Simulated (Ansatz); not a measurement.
Here is the system:

MoRu:
```cif
data_MoRu
_chemical_formula_sum 'Ru1 Mo1'
_space_group_name_H-M_alt 'P 1'
_space_group_IT_number 1
_cell_length_a 2.74541
_cell_length_b 2.74541
_cell_length_c 3.80621
_cell_angle_alpha 90.000
_cell_angle_beta 90.000
_cell_angle_gamma 90.000
loop_
_space_group_symop_operation_xyz
  'x, y, z'
loop_
_atom_site_label
_atom_site_type_symbol
_atom_site_fract_x
_atom_site_fract_y
_atom_site_fract_z
_atom_site_occupancy
Ru1 Ru 0.00000 0.00000 0.00000 1
Mo1 Mo 0.50000 0.50000 0.50000 1
```

This is the PBEsol-relaxed structure.

Task: All from DFT-PBEsol in the program Ansatz with PAW potentials, unless another level is named. Estimate the formation energy from the elements (no fitted shifts).

Result: 0.064 eV/atom.

Task: And the density of states at the Fermi level?

Result: 1.1 states/eV per atom (mean over ±0.08 eV).

Space group P4/mmm (L1₀ or tetragonal B2). The start of the workflow was typed in or built on a structure type; neither database checked (COD, Materials Project) lists it. Whether it is the stable phase at ambient conditions was not checked. The cell was relaxed with PBEsol under the symmetry of its start; whether a distortion lowers the energy is not shown. No spin polarisation was allowed. The references are the lowest solids computed at this level, not always the standard phases. Spin–orbit coupling is left out wherever it is not named.

Potentials: the later of the program's two PAW sets.
